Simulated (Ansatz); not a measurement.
### Question
TaTe (rock salt, Fm-3m) is relaxed with the program Ansatz at the PBE level (PAW). What lattice parameters of the conventional cell result?

### Answer
a = 5.699 Å.

### Question
Is it a metal or does it have a gap at this level?

### Answer
No gap at this level.

The start of the workflow was typed in or built on a structure type; neither database checked (COD, Materials Project) lists it. Whether it is the stable phase at ambient conditions was not checked. The cell was relaxed with PBE under the symmetry of its start; its stability against distortions is not shown here. No spin polarisation was allowed. Its formation energy is positive at this level, so the cell may be metastable or incomplete. With an odd number of electrons in the cell and no spin polarisation, the count alone makes it a metal. Scalar-relativistic: spin–orbit coupling is off unless named, which matters more the heavier the elements.

Potentials: the earlier of the program's two PAW sets.
